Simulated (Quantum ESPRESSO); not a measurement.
## Band energies of Mg$_{2}$OsH$_{6}$

```
CELL_PARAMETERS angstrom
      0.00000     3.31764     3.31764
      3.31764     0.00000     3.31764
      3.31764     3.31764     0.00000
ATOMIC_POSITIONS crystal
  H  0.74616 0.74616 0.25384
  H  0.25384 0.25384 0.74616
  H  0.25384 0.74616 0.74616
  H  0.74616 0.25384 0.25384
  H  0.74616 0.25384 0.74616
  H  0.25384 0.74616 0.25384
  Mg 0.75000 0.75000 0.75000
  Mg 0.25000 0.25000 0.25000
  Os 0.00000 0.00000 0.00000
```

LDA (pw.x of Quantum ESPRESSO, ONCV potentials, without SOC); path ΓXWKΓLUWLK,UX; energies in eV from the valence-band maximum.

| k (1/Å) | point | band 17 | band 18 | band 19 | band 20 | band 21 | band 22 | band 23 | band 24 |
|---|---|---|---|---|---|---|---|---|---|
| 0.00 | Γ | -1.29 | -1.29 | -1.11 | -1.11 | -1.11 | 5.83 | 6.27 | 7.04 |
| 0.38 |  | -2.09 | -1.71 | -1.41 | -0.32 | -0.32 | 4.18 | 5.91 | 6.79 |
| 0.95 | X | -2.62 | -2.62 | -1.89 | 0.00 | 0.00 | 3.23 | 5.77 | 7.03 |
| 1.42 | W | -3.81 | -1.81 | -0.53 | -0.53 | 0.00 | 4.64 | 5.81 | 6.00 |
| 1.42 | K | -3.10 | -1.72 | -1.07 | -0.16 | -0.05 | 3.87 | 5.83 | 6.48 |
| 1.76 |  | -3.03 | -0.68 | -0.58 | -0.56 | -0.21 | 4.11 | 5.36 | 5.75 |
| 2.26 |  | -1.69 | -1.13 | -1.07 | -0.83 | -0.82 | 6.07 | 6.08 | 6.25 |
| 2.42 | Γ | -1.29 | -1.29 | -1.11 | -1.11 | -1.11 | 5.83 | 6.27 | 7.04 |
| 2.83 |  | -1.29 | -1.29 | -0.76 | -0.47 | -0.47 | 4.65 | 5.74 | 5.74 |
| 3.24 | L | -0.79 | -0.77 | -0.77 | -0.45 | -0.45 | 3.62 | 5.56 | 5.56 |
| 3.82 | U | -3.10 | -1.72 | -1.07 | -0.16 | -0.05 | 3.87 | 5.83 | 6.48 |
| 4.16 | W | -3.81 | -1.81 | -0.53 | -0.53 | 0.00 | 4.64 | 5.81 | 6.00 |
| 4.33 |  | -3.24 | -1.65 | -0.52 | -0.52 | -0.03 | 4.38 | 5.80 | 6.11 |
| 4.66 |  | -1.49 | -0.92 | -0.51 | -0.46 | -0.30 | 3.70 | 5.68 | 5.80 |
| 4.83 | L | -0.79 | -0.77 | -0.77 | -0.45 | -0.45 | 3.62 | 5.56 | 5.56 |
| 5.06 |  | -1.83 | -1.01 | -0.63 | -0.35 | -0.23 | 3.76 | 5.86 | 5.87 |
| 5.41 | K | -3.10 | -1.72 | -1.07 | -0.16 | -0.05 | 3.87 | 5.83 | 6.48 |
| 5.41 | U | -3.10 | -1.72 | -1.07 | -0.16 | -0.05 | 3.87 | 5.83 | 6.48 |
| 5.74 | X | -2.62 | -2.62 | -1.89 | 0.00 | 0.00 | 3.23 | 5.77 | 7.03 |

The LDA gap is 3.22 eV and nearly direct: the edges lie at W and 80 % of the way from Γ to X, the smallest direct gap within 0.02 eV of it. Another conduction extremum on the path lies within 0.02 eV, too close to call.

Without spin-orbit coupling, band edges of such heavy elements can be off by tenths of an eV.

Geometry of the Materials Project entry, not relaxed at this level.

The structure is a Materials Project entry; no match was found in the copy of COD used, and its stability was not checked.
